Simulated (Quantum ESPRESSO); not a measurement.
```yaml
crystal:
  lattice:
    - [4.00768, 0.00000, 0.00000]
    - [0.00000, 4.00768, 0.00000]
    - [0.00000, 0.00000, 4.00768]
  atoms:
    - { symbol: Ba, position: [0.50000, 0.50000, 0.50000] }
    - { symbol: Ti, position: [0.00000, 0.00000, 0.00000] }
    - { symbol: O, position: [0.50000, 0.00000, 0.00000] }
    - { symbol: O, position: [0.00000, 0.50000, 0.00000] }
    - { symbol: O, position: [0.00000, 0.00000, 0.50000] }
```
The geometry is a computed Materials Project entry, not a measured one. It is BaTiO3 in Pm-3m. Stability against distortions was not tested. The run has no spin polarisation.

A lattice sum over point charges, one formal value an element (Ba +2, Ti +4, O -2), with no Sternheimer factor, costs far less than a self-consistent run. Taken along the main axis of each site's self-consistent tensor, it gives:

| site | V along that axis, point charges (a.u.) |
|---|---|
| O (atoms 3, 4, 5) | 0.197 |

Question: How do the values of PBE PAW (JTH datasets; density from pw.x of a modified build of Quantum ESPRESSO, gradients reconstructed from it by a script) compare?

Answer: 
```csv
site,"Vzz, PAW (a.u.)",PAW over point charges
O,0.259,1.3
```
  Cores are frozen. Against all-electron runs on small test molecules, this scheme's |Vzz| missed by −2 to +6 % on O.
